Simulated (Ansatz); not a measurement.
NiSi2 (fluorite type, space group Fm-3m)

```
CELL_PARAMETERS angstrom
      0.00000     2.69483     2.69483
      2.69483     0.00000     2.69483
      2.69483     2.69483     0.00000
ATOMIC_POSITIONS crystal
  Ni 0.00000 0.00000 0.00000
  Si 0.25000 0.25000 0.25000
  Si 0.75000 0.75000 0.75000
```

The slice is a {110} plane (indices of the conventional cell) through the point (0.000, 0.000, 0.000) (fractional), spanned by u = [100] and v = [1 -1 -1] in vectors of this cell: u (3.81 Å) and v (5.39 Å, at 90° to u). It covers one period; positions are fractions (u, v).

The numbers are results of r2SCAN (plane waves to 500 eV, PAW, scalar-relativistic; Ansatz, a program for electronic structure), not measurements. k mesh 15×15×15. Inside the PAW spheres the values are not all-electron values, and peaks at nuclei hang on which shells count as valence. NiSi2 is run without spin polarisation. NiSi2 was relaxed with its symmetry unable to fall. The PAW data are Ansatz's earlier set.

**Question.** What is the valence density on the shortest Ni–Si line in this plane (2.33 Å), at its midpoint?

**Answer.** 0.48 e/Å³.

**Question.** Sketch the valence electron density on this plane as a map.

**Answer.** 
```
|9988664433333333333333446688|
|6666443333333333333333334466|
|4444333333333322333333333344|
|3333333333332222223333333333|
|2222223333222211222233332222|
|1122222233222222222233222222|
|1111112222333322333322221111|
|0000111122333333333322111100|
|0000001122223333332222110000|
|0000001122223333332222110000|
|0000001122223333332222110000|
|0000111122333333333322111100|
|1111112222333322333322221111|
|1122222233222222222233222222|
|2222223333222211222233332222|
|3333333333332222223333333333|
|4444333333333322333333333344|
|6666443333333333333333334466|
|9988664433333333333333446688|
|9999664433333333333333446699|
```
Scale: ten equal steps from -1.54 (start of '0') to 1.81 (end of '9'), in the order '0123456789'. Values: log₁₀ of the valence density in e/Å³. The map has 14 points along u (two characters each, u = 0 at the left) and 20 along v (v = 0 in the bottom row). The scale is logarithmic, as a density can span decades between atoms and voids.
